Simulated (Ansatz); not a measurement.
A trial cell of AlBN, before relaxation:

```
Al B N
1.0
     5.48400    0.00000    0.00000
    -2.74200    4.74928    0.00000
     0.00000    0.00000    4.47882
Al B N
2 2 2
Direct
  0.00000 0.00000 0.69102
  0.00000 0.00000 0.30898
  0.00000 0.00000 0.50000
  0.00000 0.00000 0.00000
  0.33333 0.66667 0.50000
  0.66667 0.33333 0.50000
```

All numbers below come from DFT PBE, scalar-relativistic, plane waves, PAW in Ansatz 0.2.0. Cutoff 420 eV, Gaussian smearing, Γ-centred meshes. Cell and atoms relax first on a coarse mesh and then on a finer one. In between, the cell is made exact in the group found at 0.06 Å. In metals the finer mesh still leaves noise of several meV/atom or more. The steps can't lower the symmetry of their start. No spin polarisation.

A guess keeps its type if space group and coordination stay and the shape of the cell changes little (axis ratios within about 15 %, angles within 6°); the volume may change.

Q: Will the relaxed cell still be of the starting type?

A: It doesn't keep its type. The symmetry stays P6/mmm (No. 191). The volume per atom shrinks by 31.3 %, from 19.4 to 13.4 Å³. The shortest distance goes from 0.86 Å (Al–B) to 1.91 Å (B–N and N–N). The ratio c/a of the conventional cell changes by a factor of 3.15. Counting neighbours within 15 % of an atom's shortest distance, the start has Al 1, B 2, N 12 and the end Al 2, B 2/8, N 6. In detail, at the end Al has 2 B at 2.08–2.17 Å; B on its first site has 6 N at 1.91 Å and 2 Al at 2.17 Å; N has 3 B at 1.91 Å and 3 N at 1.91 Å; 1 more site not described.

```cif
data_structure
_symmetry_space_group_name_H-M 'P6/mmm'
_symmetry_Int_Tables_number 191
_cell_length_a 3.3013
_cell_length_b 3.3013
_cell_length_c 8.4918
_cell_angle_alpha 90.000
_cell_angle_beta 90.000
_cell_angle_gamma 120.000
_cell_volume 80.15
loop_
_atom_site_label
_atom_site_type_symbol
_atom_site_symmetry_multiplicity
_atom_site_Wyckoff_symbol
_atom_site_fract_x
_atom_site_fract_y
_atom_site_fract_z
_atom_site_occupancy
Al1 Al 2 e 0.00000 0.00000 0.75498 1
B1 B 1 b 0.00000 0.00000 0.50000 1
B2 B 1 a 0.00000 0.00000 0.00000 1
N1 N 2 d 0.33333 0.66667 0.50000 1
```

The zero of energy is the elements' standard structures at the same level (N₂ as a molecule); no fitted shifts are applied.

Q: At what energy does it end?

A: +2.07 eV/atom. The separate elements lie lower, so it is unstable against them.

The last run used a 15×15×6 mesh (in the run's order of axes) for its 6-atom cell and Gaussian smearing of 0.10 eV. The cell is a metal run without spin; a magnetic state may lie lower. Symmetry constrained the relaxation, so the result can be a saddle point. Another cell of AlBN relaxed alike, in P4/mmm, lies 1.77 eV/atom lower, so this cell isn't the stable form at this level.

In counts of neighbours, a slash parts the counts of unlike sites.
